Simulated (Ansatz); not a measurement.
## Equation of state of ScZn

```yaml
crystal:
  lattice:
    - [3.35000, 0.00000, 0.00000]
    - [0.00000, 3.35000, 0.00000]
    - [0.00000, 0.00000, 3.35000]
  atoms:
    - { symbol: Sc, position: [0.00000, 0.00000, 0.00000] }
    - { symbol: Zn, position: [0.50000, 0.50000, 0.50000] }
```

The cell comes from COD entry 1527719, which wasn't checked; take it as a given geometry.

Spin polarisation is left out, and whether a magnetic state lies lower isn't shown here.

Levels of theory: DFT, PBEsol, all-electron LAPW, scalar-relativistic (Ansatz 0.2.0); DFT, PBEsol, PAW with Ansatz's default frozen-core files, scalar-relativistic (Ansatz 0.2.0).

For LAPW: a Γ-centred 10×10×10 k mesh, Fermi–Dirac smearing of 0.03 eV, basis error target 0.5 meV/atom, no spin polarisation. PAW takes a cutoff of 420 eV at this cell (files made with PBE, cores remade for this functional). The Ansatz runs share mesh, smearing and spin set-up. Plane-wave (PAW) pressures include the program's estimate of the Pulay term.

The cell above is scaled evenly, with fractional coordinates and shape held.

(1) Estimate the equilibrium volume and bulk modulus that LAPW (all electrons) gives for this fixed shape.

## Answers

(1) V0 = 18.00 Å³/atom, B0 = 84 GPa, B0′ = 4.2, from a third-order Birch–Murnaghan fit to these pressures:
```
V/V(cell)  V (Å³/atom)  P, LAPW (GPa)  P, PAW (GPa)  free energy over the lowest listed, PAW (meV/atom)
   0.9400       17.670           1.62          1.62                                                 1.6
   0.9600       18.046          -0.21         -0.21                                                 0.0
   0.9800       18.422          -1.84         -1.84                                                 2.4
   0.9900       18.610          -2.60         -2.60                                                 5.0
   1.0000       18.798          -3.31         -3.31                                                 8.5
   1.0100       18.986          -3.99         -3.99                                                12.8
   1.0200       19.174          -4.63         -4.63                                                17.9
   1.0400       19.550          -5.81         -5.80                                                30.1
   1.0600       19.926          -6.86         -6.86                                                45.0
```
